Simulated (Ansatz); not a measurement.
With r²SCAN+D4 in the plane-wave PAW code Ansatz, SiTe in the tetragonal phase (P4/nmm; Si on 2c, Te on 2a) relaxes to a = 5.080 Å, c = 4.220 Å. Against the elements it lies at 0.54 eV/atom, with no fitted shifts.

Electronic character: metallic (no gap). Gap from r²SCAN+D4 with spin–orbit coupling: none (metallic).

Bader charges are Si +0.42, Te -0.42 e.

The start of the workflow was typed in or built on a structure type; neither database checked (COD, Materials Project) lists it. Its standing as an ambient phase is unchecked. Symmetry was held in the r²SCAN+D4 relaxation; its stability against distortions is not shown here. Its formation energy is positive at this level, so the cell may be metastable or incomplete. The references are the lowest solids computed at this level, not always the standard phases. Spin–orbit coupling is left out wherever it is not named.

Potentials: the later of the program's two PAW sets.
